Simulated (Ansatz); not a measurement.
Values for one crystal, relaxed and computed with plane-wave PAW r²SCAN (Ansatz code); other levels are named.

| Quantity | Value |
|---|---|
| Volume per atom | 25.76 Å³ |
| Band gap | 1.03 eV (direct) |
| Mechanical stability | stable (all eigenvalues of C positive) |
| Hill bulk and shear moduli | 68.4 and 34.3 GPa |
| Hole effective mass, band 1 of 3 at the edge | 0.44 along [100], 2.6 along [110], 0.98 along [111] (mₑ) |
| Young's modulus | 88.2 GPa |
| Hole effective mass, band 3 of 3 at the edge | 0.073 along [100], 0.064 along [110], 0.062 along [111] (mₑ) |

### Question
Which of these materials gives this?
A. BaTiO3, cubic perovskite
B. La2O3, La2O3 or Ni2Al3 type
C. CuI, zinc blende
D. InP, zinc blende

### Answer
D, InP, zinc blende

Space group F-43m (zinc blende). The cell was relaxed with r²SCAN under the symmetry of its start; of distortions, only those at the zone centre were tested. Spin–orbit coupling is left out wherever it is not named.

Potentials: the later of the program's two PAW sets.
